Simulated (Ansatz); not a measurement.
# Hg2PdPb2Cl8 single point

input.yaml (Ansatz 0.2.0)

```yaml
crystal:
  lattice:
    - [5.68450079, 3.36725832, 0.0]
    - [5.68450079, -3.36725832, 0.0]
    - [3.22951534, 0.0, -9.21173427]
  atoms:
    - { symbol: Cl, position: [0.9177, 0.9177, 0.695] }
    - { symbol: Cl, position: [0.0823, 0.0823, 0.305] }
    - { symbol: Pb, position: [0.3982, 0.3982, 0.8356] }
    - { symbol: Pb, position: [0.6018, 0.6018, 0.1644] }
    - { symbol: Pd, position: [0.0, 0.0, 0.0] }
    - { symbol: Cl, position: [0.3494, 0.3494, 0.494] }
    - { symbol: Cl, position: [0.6506, 0.6506, 0.506] }
    - { symbol: Hg, position: [0.134, 0.134, 0.5993] }
    - { symbol: Hg, position: [0.866, 0.866, 0.4007] }
    - { symbol: Cl, position: [0.8965, 0.3759, 0.8711] }
    - { symbol: Cl, position: [0.6241, 0.1035, 0.1289] }
    - { symbol: Cl, position: [0.1035, 0.6241, 0.1289] }
    - { symbol: Cl, position: [0.3759, 0.8965, 0.8711] }
  symmetry: { tolerance: 0.0003 }
kpoints:
  mp_grid: { grid: [5, 5, 4], shift: [0, 0, 0] }
  band_path:
    path:
      - [0.0, 0.0, 0.0]
      - [0.34850396, -0.34850396, 0.0]
      - [-0.34850396, -0.65149604, 0.0]
      - [-0.5, -0.5, 0.0]
      - [0.0, 0.0, 0.0]
      - [-0.5, -0.5, -0.5]
      - [-0.31054755, -0.68945245, -0.5]
      - [0.31054755, -0.31054755, -0.5]
      - [0.0, 0.0, -0.5]
      - [0.0, 0.0, 0.0]
      - [0.0, -0.5, -0.5]
    npoints: 6
magnetization:
  spin_polarized: false
scf:
  occupations: { method: fermi_dirac }
  lower_state_search: "off"
  max_iter: 200
hamiltonian:
  pseudopotentials: { kind: paw }
  xc: r2scan
basis:
  ecutwfc: 500
  fft_grid_basis: typed
output:
  forces: true
  stress: true
  eigenvalues: true
  populations: true
  elf: true
  write_potential: true
  volumetric_format: npy
  dos:
    e_range: [-12, 8]
    de: 0.05
    projected: { site_lists: { Cl: [Cl], Hg: [Hg], Pb: [Pb], Pd: [Pd] } }
checkpoint:
  read: saved_state
```

The saved state is an earlier solution for the same cell, perhaps on another mesh. 

Excerpt of what it printed:

```
SCF iter   1: F=-67160.3019 eV  Δρ=2.78e-3  dr2=4.30e-2  dr2_τ=3.56e-3
SCF iter   2: F=-67160.3341 eV  Δρ=7.00e-4  dr2=1.70e-3  dr2_τ=8.52e-4
SCF iter   3: F=-67160.3342 eV  Δρ=5.15e-4  dr2=1.21e-3  dr2_τ=4.18e-5
SCF iter   4: F=-67160.3350 eV  Δρ=1.50e-4  dr2=1.15e-4  dr2_τ=4.21e-6
SCF iter   5: F=-67160.3350 eV  Δρ=3.67e-5  dr2=5.21e-6  dr2_τ=3.50e-7
SCF iter   6: F=-67160.3351 eV  Δρ=1.49e-5  dr2=1.18e-6  dr2_τ=5.87e-8
SCF iter   7: F=-67160.3351 eV  Δρ=7.61e-6  dr2=2.66e-7  dr2_τ=1.12e-8
SCF iter   8: F=-67160.3351 eV  Δρ=2.46e-6  dr2=2.75e-8  dr2_τ=3.67e-9
Free energy (F): -67160.3351 eV
Harris-Foulkes:  -67160.3351 eV  (|F-HF|=1.32e-8)
Internal energy: -67160.1003 eV  (E = F + TS)
E sigma→0 (E₀):  -67160.2177 eV
Entropy (-TS):   -0.2347 eV (-18.057 meV/atom)
Fermi energy:    7.4677 eV
--- Per-component energies (eV) ---
  E_band       = -1861.3910
  E_kinetic    = 3574.3658
  E_local      = -15504.1227  (includes V_loc(G=0)·N_el)
  E_nonlocal   = 1299.7415
  E_hartree    = 6355.8160
  E_xc         = -1820.1443
  E_vxc        = -2170.0835  (∫ρ·V_xc dr)
  E_paw        = -49908.8378  (= ΣΔE_a)
  E_vpaw       = -1906.8990  (= ΣTr[D̂ρ^β])
  E_aug_tail   = 0.0012  (compensation charges beyond the density's cutoff)
  E_vtau       = 133.9681  (kinetic-family band-sum trace: ∫τ·v_τ [+ j·A + Jᵃ·Aᵃ] dr)
  E_ewald      = -11157.0099
  E_core_change = 0.0898  (= ΣΔE_core)
  E_smearing   = -0.2347  (= −TS)
--- Forces (eV/Å), atoms counted from 1 ---
  atom   1  Cl    -0.6749     0.0000    -0.3914
  atom   2  Cl     0.6749     0.0000     0.3914
  atom   3  Pb     0.0100     0.0000    -0.2446
  atom   4  Pb    -0.0100     0.0000     0.2446
  atom   5  Pd     0.0000     0.0000     0.0000
  atom   6  Cl     0.8320     0.0000     0.2823
  atom   7  Cl    -0.8320     0.0000    -0.2823
  atom   8  Hg    -0.0015     0.0000     0.0947
  atom   9  Hg     0.0015     0.0000    -0.0947
  atom  10  Cl     0.6614    -0.9553     0.2143
  atom  11  Cl    -0.6614    -0.9553    -0.2143
  atom  12  Cl    -0.6614     0.9553    -0.2143
  atom  13  Cl     0.6614     0.9553     0.2143
--- Stress (GPa, compression-positive) ---
        1.8407       0.0000       2.4743
        0.0000       0.9433       0.0000
        2.4743       0.0000       0.3260
  P = ⅓ Tr σ = 1.0367 GPa (10.367 kbar)
--- Löwdin populations: 13 sites ---
  site symbol       q [e]
     0     Cl      7.4779
     1     Cl      7.4779
     2     Pb     13.2864
     3     Pb     13.2864
     4     Pd     17.1499
     5     Cl      7.4883
     6     Cl      7.4883
     7     Hg     18.9197
     8     Hg     18.9197
     9     Cl      7.4610
    10     Cl      7.4610
    11     Cl      7.4610
    12     Cl      7.4610
  spilling = 0.0047 (of n_electrons = 142.0000)
```

Origin: a known structure type with other elements, at an estimated volume, so it need not be a known compound. Caveats: many states at the Fermi level without spin polarisation, so a magnetic state may lie lower.
